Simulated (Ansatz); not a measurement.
Level of theory: DFT r2SCAN, scalar-relativistic, plane waves, PAW in Ansatz.

Structure of TiO2:

```
CELL_PARAMETERS angstrom
-4.34890 4.34890 1.88088
4.34890 -4.34890 1.88088
4.34890 4.34890 -1.88088
ATOMIC_POSITIONS crystal
Ti 0.29114 0.00130 0.29244
Ti 0.00130 0.70886 0.71016
Ti 0.99870 0.29114 0.28984
Ti 0.70886 0.99870 0.70756
O 0.49948 0.15119 0.65067
O 0.16053 0.84021 0.00074
O 0.15119 0.50052 0.65171
O 0.15979 0.16053 0.32033
O 0.84021 0.83947 0.67967
O 0.84881 0.49948 0.34829
O 0.83947 0.15979 0.99926
O 0.50052 0.84881 0.34933
```

Settings: cutoff 500 eV, Γ-centred mesh 8×8×8 on the computed 12-atom cell, Gaussian smearing of 0.02 eV; no spin polarisation.

Levels along Γ–X–M–Γ–Z | Z0–M | X–P–N–Γ, in eV from a zero inside the gap, sorted by energy at each point. Points in fractions of the primitive reciprocal vectors: Γ (0.000 0.000 0.000), X (-0.500 0.500 0.000), M (-0.500 0.500 0.500), Z (-0.297 -0.297 0.297), Z0 (-0.703 0.297 0.703), P (-0.750 0.250 0.250), N (-0.500 0.000 0.500).
| point | k (1/Å, with 2π) | band 45 | band 46 | band 47 | band 48 | band 49 | band 50 | band 51 |
| --- | --- | --- | --- | --- | --- | --- | --- | --- |
| Γ | 0.000 | -1.99 | -1.99 | -1.95 | -1.75 | 1.04 | 2.45 | 2.45 |
| - | 0.255 | -2.19 | -2.01 | -1.95 | -1.68 | 1.28 | 2.25 | 2.30 |
| X | 0.511 | -2.21 | -1.98 | -1.98 | -1.71 | 1.72 | 1.93 | 2.15 |
| - | 0.766 | -2.24 | -2.18 | -2.06 | -1.29 | 1.93 | 2.06 | 2.21 |
| M | 1.022 | -2.29 | -2.18 | -2.18 | -1.04 | 2.28 | 2.28 | 2.33 |
| - | 1.383 | -2.21 | -2.09 | -2.04 | -1.43 | 1.49 | 2.19 | 2.37 |
| Γ | 1.744 | -1.99 | -1.99 | -1.95 | -1.75 | 1.04 | 2.45 | 2.45 |
| - | 2.240 | -2.28 | -1.74 | -1.74 | -1.65 | 2.37 | 2.39 | 2.50 |
| Z | 2.735 | -2.01 | -1.50 | -1.50 | -1.35 | 2.03 | 2.59 | 2.59 |
| Z0 | 2.735 | -2.01 | -1.50 | -1.50 | -1.35 | 2.03 | 2.59 | 2.59 |
| - | 3.075 | -2.13 | -1.61 | -1.61 | -1.14 | 2.21 | 2.40 | 2.40 |
| M | 3.414 | -2.29 | -2.18 | -2.18 | -1.04 | 2.28 | 2.28 | 2.33 |
| X | 3.414 | -2.21 | -1.98 | -1.98 | -1.71 | 1.72 | 1.93 | 2.15 |
| - | 3.832 | -1.97 | -1.75 | -1.71 | -1.48 | 2.01 | 2.22 | 2.46 |
| P | 4.249 | -2.24 | -2.13 | -2.03 | -1.23 | 2.00 | 2.52 | 2.52 |
| - | 4.430 | -1.97 | -1.93 | -1.87 | -1.29 | 2.10 | 2.54 | 2.58 |
| N | 4.611 | -1.84 | -1.77 | -1.70 | -1.40 | 2.23 | 2.57 | 2.66 |
| - | 5.066 | -2.26 | -1.68 | -1.67 | -1.60 | 2.14 | 2.31 | 2.43 |
| Γ | 5.521 | -1.99 | -1.99 | -1.95 | -1.75 | 1.04 | 2.45 | 2.45 |

This form isn't the usual stable structure of the compound.

Cost: 1 run of about 7.8 core-minutes, on Arm Neoverse V1 (shared hosts).